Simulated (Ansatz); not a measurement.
Hf (hcp, Mg type)

```xyz
2
Lattice="3.2042 0.0000 0.0000 -1.6021 2.7749 0.0000 0.0000 0.0000 5.0691" Properties=species:S:1:pos:R:3 pbc="T T T"
Hf     0.0000     1.8500     3.8018
Hf     1.6021     0.9250     1.2673
```

Scan: atom 1 (Hf, nearest neighbour Hf at 3.138 Å; its periodic images, 3.2 Å or more away, move with it) is displaced along Cartesian [111], direction (0.577, 0.577, 0.577) in Cartesian axes, by s. The other atoms stay.

These are PBE (plane waves to 420 eV, PAW, scalar-relativistic; Ansatz, an electronic-structure program) values and carry that method's errors. k mesh 13×13×8 (Γ-centred), Fermi-Dirac smearing 0.05 eV. Energies are smeared free energies. Left out: 1 of 11 points, with atoms too close for the PAW data. With partly filled bands, energies and forces of such displacements shift with the k mesh and the smearing. Hf is run without spin polarisation. Hf was relaxed with its symmetry unable to fall. Spin-orbit coupling is left out, though Hf is heavy. The zero of ΔE is the undisplaced structure. The last digit holds for this mesh only.

| s (Å) | ΔE (meV/cell) |
|---|---|
| -0.504 | 407.1 |
| -0.378 | 213.0 |
| -0.252 | 88.0 |
| -0.126 | 20.3 |
| 0.000 | 0.0 |
| 0.126 | 19.8 |
| 0.252 | 84.4 |
| 0.378 | 200.4 |
| 0.504 | 371.4 |
| 0.630 | withheld |

### Question
Fit a polynomial form (powers 2, 3, 4) to the given rows and predict ΔE at s = 0.630.

### Answer
Least squares on the 9 given rows: ΔE = (1319)·s² + (-135.7)·s³ + (843.6)·s⁴, in meV/cell with s in Å; root-mean-square residual 1.02 meV/cell. At 0.630 the fit gives 622.5 meV/cell; the calculation gives 604.0 meV/cell, so the extrapolation is off by 18.5 (+3.1 %). The quadratic term alone would give 523.5 meV/cell.

(For displaced atoms, the force is minus the slope of the energy, and its curvature is a force constant, which sets phonon frequencies.)
